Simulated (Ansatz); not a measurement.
## SiO2: the gap against volume

SiO2, I-42d, a = 4.925 Å, c = 7.287 Å. This isn't the usual stable structure of the compound. Ansatz: LDA, PAW, 420 eV, Γ-centred 8×8×8 mesh on 6 atoms, Gaussian smearing 0.02 eV; no spin polarisation. Shape and atoms are relaxed at each volume; x = ln(V/V0) with V0 = 14.730 Å³/atom. The gap is read at the mesh points alone.

| x | gap y (eV) |
| --- | --- |
| -0.0619 | ? |
| -0.0305 | 5.874 |
| 0.0000 | 5.765 |
| 0.0296 | 5.663 |
| 0.0583 | 5.566 |

Fit a straight line to the other rows, give the volume deformation potential of the gap and its pressure coefficient, and predict the missing gap. B0 = 19.5 GPa.

Means x = 0.01435, y = 5.7170; Σ(Δx)² = 0.004382, ΣΔxΔy = -0.01519; the slope is their ratio. y = 5.7667 − 3.4668 x. The slope is the deformation potential a = dE_g/d ln V = -3.47 eV, and dE_g/dP = −a/B0 = 178 meV/GPa. At x = -0.0619 the fit asked for gives 5.981 eV. The run gave 5.987 eV, so the fit is 0.006 eV too low, 1.4 % of the span of the series, against an rms of 0.001 eV on the fitted rows. The row lies outside the fitted range. With a term in x² added, a fit to the same known rows predicts 5.989 eV, so most of the miss is curvature that the known rows already hold.

Semilocal functionals give gaps under the measured ones; changes of the gap mostly carry over better.